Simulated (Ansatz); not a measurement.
Given:

Ir:
```xyz
1
Lattice="2.5710 0.0000 0.0000 0.0000 2.5710 0.0000 0.0000 0.0000 2.5710" Properties=species:S:1:pos:R:3 pbc="T T T"
Ir     0.0000     0.0000     0.0000
```

This is the PBE-relaxed structure.

### Question
All from PBE in the plane-wave PAW code Ansatz, unless another level is named. Give the density of states at the Fermi level.

### Answer
1.5 states/eV per atom (mean over ±0.08 eV).

### Question
Next, the gap with spin–orbit coupling?

### Answer
none (metallic).

Space group Pm-3m (simple cubic). The cell is a constructed one: a structure type filled with these elements; neither database checked (COD, Materials Project) lists it. It is not the phase usual at ambient conditions (space group No. 225). Symmetry was held in the PBE relaxation; its stability against distortions is not shown here. The run is not spin-polarised. Scalar-relativistic: spin–orbit coupling is off unless named, which matters more the heavier the elements.

Potentials: the later of the program's two PAW sets.
